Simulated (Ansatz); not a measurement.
Input:

TiRh₃ in space group I4/mmm (No. 139; Rh on 2b, Rh on 4d, Ti on 2a), a = 3.850 Å, b = 3.850 Å, c = 7.581 Å, α = 90.00°, β = 90.00°, γ = 90.00°; the cell used has 4 atoms.

This is the r²SCAN-relaxed structure.

All from the program Ansatz at the r²SCAN level (PAW), unless another level is named. Estimate the density of states at the Fermi level.

0.99 states/eV per atom (mean over ±0.08 eV).

And the formation energy from the elements (no fitted shifts)?

-0.55 eV/atom.

A made-up cell: these elements were put on the sites of a structure type; neither database checked (COD, Materials Project) lists it. COD files the formula under space group No. 221. Its standing as an ambient phase is unchecked. Symmetry was held in the r²SCAN relaxation; its stability against distortions is not shown here. No spin polarisation was allowed. Axis ratios of metals converge slowly with the k-mesh, so a and c are less sure than the volume. The references are the lowest solids computed at this level, not always the standard phases. Scalar-relativistic: spin–orbit coupling is off unless named, which matters more the heavier the elements.

Potentials: the earlier of the program's two PAW sets.
